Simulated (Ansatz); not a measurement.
# How far is PAW off for BiAs?

```
As Bi
1.0
     0.00000    3.01651    3.01651
     3.01651    0.00000    3.01651
     3.01651    3.01651    0.00000
As Bi
1 1
Cartesian
  0.0000 0.0000 0.0000
  3.0165 3.0165 3.0165
```

Atoms are numbered in the order listed.

Conventional cell: a = 6.033 Å, b = 6.033 Å, c = 6.033 Å, α = 90.00°, β = 90.00°, γ = 90.00°. As (atom 1) is surrounded by 6 Bi at 3.02 Å. Bi (atom 2) is surrounded by 6 As at 3.02 Å.

The structure comes from a relaxation in the same program, started in the rocksalt type, and has space group Fm-3m. Whether it is a known phase or the ground state wasn't checked.

Spin–orbit coupling is left out, though it moves levels of the heavy atoms by tenths of an eV or more.

Levels of theory: DFT, PBE, PAW with Ansatz's default frozen-core files, scalar-relativistic (Ansatz 0.2.0); DFT, PBE, all-electron PAW with datasets made for the crystal, scalar-relativistic (Ansatz 0.2.0); DFT, PBE, all-electron LAPW, scalar-relativistic (Ansatz 0.2.0).

For PAW: a Γ-centred 11×11×11 k mesh, Fermi–Dirac smearing of 0.03 eV, cutoff 420 eV, no spin polarisation. The crystal-made all-electron datasets (AE datasets) take a cutoff of 260 eV at this cell. LAPW targets a basis error of 0.25 meV/atom. The Ansatz runs share mesh, smearing and spin set-up. Plane-wave (PAW) pressures include the program's estimate of the Pulay term.

Stress and pressure are positive in compression.

Levels count from the Fermi level.

```
                      quantity     PAW  AE datasets    LAPW
                pressure (GPa)    0.00         0.02    0.02
highest filled level at X (eV)  -3.506       -3.506  -3.506
  lowest empty level at X (eV)   2.796        2.796   2.796
highest filled level at Γ (eV)  -1.605       -1.605  -1.605
  lowest empty level at Γ (eV)   3.595        3.595   3.595
highest filled level at U (eV)  -2.784       -2.784  -2.784
  lowest empty level at U (eV)   3.420        3.420   3.420
```
